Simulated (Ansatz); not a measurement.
## Lattice vibrations of LiCu at Γ

The calculation used DFT PBE, scalar-relativistic, plane waves, PAW (Ansatz). Cutoff 420 eV, 20×20×16 k-points (Γ-centred), Fermi-Dirac smearing of 0.15 eV. No spin polarisation. Phonons by linear response, acoustic sum rule imposed.

The cell, relaxed at this level:
```xyz
2
Lattice="2.5796 0.0000 0.0000 0.0000 2.5796 0.0000 0.0000 0.0000 3.8818" Properties=species:S:1:pos:R:3 pbc="T T T"
Li    1.2898    1.2898    1.9409
Cu    0.0000    0.0000    0.0000
```

The structure comes from a generated guess, relaxed at this level; another structure or a mixture of phases may lie lower. In a metal, frequencies depend on the k mesh and the smearing, soft modes most.

Optical modes at Γ:
```csv
frequency (meV),degeneracy
31.9,2
44.2,1
```

All 3 optical modes at Γ are real: no displacement of atoms at fixed cell lowers the energy to second order. Strains and modes at other wave vectors aren't tested by this run.
